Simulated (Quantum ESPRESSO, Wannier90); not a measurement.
## Tight-binding from DFT: CdTe (zinc blende)

Cell from Materials Project (mp-406), symmetrised, no further relaxation. COD (Crystallography Open Database) has the formula in 2 space groups, this one among them (matched by group alone). Level: PBEsol, spinors with spin-orbit coupling; pw.x of Quantum ESPRESSO at 82 Ry with PseudoDojo potentials, 6×6×6 k-points, Wannier90. Density: 8×8×8 mesh, Gaussian smearing 0.01 Ry. With spin-orbit coupling a semilocal functional can close or falsely invert a small gap; the band order was not checked against a better method. The gap is small at this level and was sampled on the meshes and a path alone.

```
begin unit_cell_cart
ang
    0.0000000000    3.2821150000    3.2821150000
    3.2821150000    0.0000000000    3.2821150000
    3.2821150000    3.2821150000    0.0000000000
end unit_cell_cart
mp_grid = 6 6 6
```

Neighbour vectors b of the finite-difference formula (Å⁻¹), by shell:

```csv
shell,b_x,b_y,b_z
1,0.15953,0.15953,-0.15953
1,0.15953,-0.15953,0.15953
1,-0.15953,0.15953,0.15953
1,0.15953,0.15953,0.15953
1,-0.15953,-0.15953,0.15953
1,-0.15953,0.15953,-0.15953
1,0.15953,-0.15953,-0.15953
1,-0.15953,-0.15953,-0.15953
```

**Question.** Find the weights w_b from the completeness condition Σ_b w_b b_α b_β = δ_αβ.

**Answer.** Shell 1: Σ b_x² = 0.204, Σ b_y² = 0.204, Σ b_z² = 0.204 Å⁻²
Each of the three diagonal sums, weighted, has to give 1 and the off-diagonal ones 0, which holds for w_1 = 4.91 Å². Check on xx: 4.91×0.204 = 1.00.

On this mesh the 8 functions of bands 19-20,31-36 (valence bands; start: atomic waves Te 5p, Te 5s, conv_tol = 1.0e-6) end with spreads 2.8299, 2.8299, 2.8299, 2.8299, 2.8299, 2.8299, 2.8298, 2.8298 Å², Ω_I = 21.6492 Å² and Ω_D = 0.0160 Å².

Ω_total is the sum of the spreads, 22.639 Å². Ω_OD = Ω_total − Ω_I − Ω_D = 0.974 Å². Only (Ω_D + Ω_OD)/Ω_total = 4.4 % depends on the gauge, and another start could lower the total by that share at most. The rms radius is √(Ω_total/8) = 1.68 Å.
